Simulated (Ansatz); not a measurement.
**Structure relaxation, SrTiO3**

The start is a generated cell, SrTiO3 placed in the LiNbO3 structure type. The structure is fully relaxed (lattice and positions, P = 0) with PBEsol (plane waves to 420 eV, PAW, scalar-relativistic; Ansatz, a quantum-chemistry and plane-wave program). First-step values are on the input's coarse k-mesh.

Ansatz input (later rounds restart from its end on a renewed k-mesh):
Ansatz 0.2 input:
```yaml
crystal:
  lattice:
    - [2.7850079, 1.6079251, 4.903315]
    - [-2.7850079, 1.6079251, 4.903315]
    - [0, -3.2158501, 4.903315]
  atoms:
    - { symbol: Sr, position: [0.2875, 0.2875, 0.2875] }
    - { symbol: Sr, position: [0.7875, 0.7875, 0.7875] }
    - { symbol: Ti, position: [0.0128, 0.0128, 0.0128] }
    - { symbol: Ti, position: [0.5128, 0.5128, 0.5128] }
    - { symbol: O, position: [0.74643, 0.14093, 0.36263] }
    - { symbol: O, position: [0.36263, 0.74643, 0.14093] }
    - { symbol: O, position: [0.14093, 0.36263, 0.74643] }
    - { symbol: O, position: [0.86263, 0.64093, 0.24643] }
    - { symbol: O, position: [0.24643, 0.86263, 0.64093] }
    - { symbol: O, position: [0.64093, 0.24643, 0.86263] }
basis: { ecutwfc: 420, ecutrho_ratio: 4, xc_grid: 2, fft_grid_basis: typed }
kpoints: { mp_grid: { grid: [5, 5, 5] } }
hamiltonian:
  xc: pbesol
  dispersion: none
  pseudopotentials: { kind: paw }
scf: { occupations: { method: fermi_dirac, width: 0.05 } }
relax: { f_tol: 0.01, max_steps: 100, cell: { stress_tol: 0.02 } }
output: { forces: true, stress: true }
```

Question: What pressure does the first self-consistent step give?

Answer: -8.7 GPa (negative: the cell is under tension).

Question: What is the largest force in the starting geometry, and on which atom (counted from 1)?

Answer: 2.86 eV/Å, on O5, O6, O7, O8, O9, O10 (atoms numbered as listed).

Question: How much energy is released per atom?

Answer: 0.37 eV/atom.

Question: How does the volume change?

Answer: -10.5 %, from 13.17 to 11.79 Å³/atom.

Question: How do the shortest distances between atoms change?

Answer: The closest pairs of elements (up to four, under 3.6 Å), start → end: O–Ti 2.02 → 1.91 Å; O–Sr 2.24 → 2.61 Å; O–O 2.96 → 2.75 Å; Sr–Ti 3.31 → 3.35 Å.

Question: What band gap does the relaxed structure have at this level?

Answer: 2.12 eV, direct (no spin-orbit coupling).

Question: What does it relax into? Give the structure.

Answer: 
```cif
data_O18Sr6Ti6
_chemical_formula_sum 'Sr6 Ti6 O18'
_space_group_name_H-M_alt 'R3c :H'
_space_group_IT_number 161
_space_group_name_Hall 'R 3 -2"c'
_cell_length_a 5.50715
_cell_length_b 5.50715
_cell_length_c 13.46480
_cell_angle_alpha 90.000
_cell_angle_beta 90.000
_cell_angle_gamma 120.000
loop_
_atom_site_label
_atom_site_type_symbol
_atom_site_symmetry_multiplicity
_atom_site_Wyckoff_symbol
_atom_site_fract_x
_atom_site_fract_y
_atom_site_fract_z
_atom_site_occupancy
Sr1 Sr 6 a 0.00000 0.00000 0.26302 1
Ti1 Ti 6 a 0.00000 0.00000 0.01399 1
O1 O 18 b 0.13973 0.33363 0.09110 1
```
(The calculation used a cell of 10 atoms; values per cell refer to that cell.)

The space group stays R3c (No. 161) (the run could not lower it), with 10 atoms in the primitive cell. Final values are on a 7×7×7 k-mesh of the relaxed cell. No spin polarisation in the result.

The run could not lose the symmetry of its start: the end is stationary, and may be a saddle point rather than a minimum.

The relaxed structure here is a generated cell of SrTiO3: the first start was made by placing the elements on the sites of a structure type, and the end was not matched to a known phase here, so it may be hypothetical. Known forms of SrTiO3 include space group No. 221.
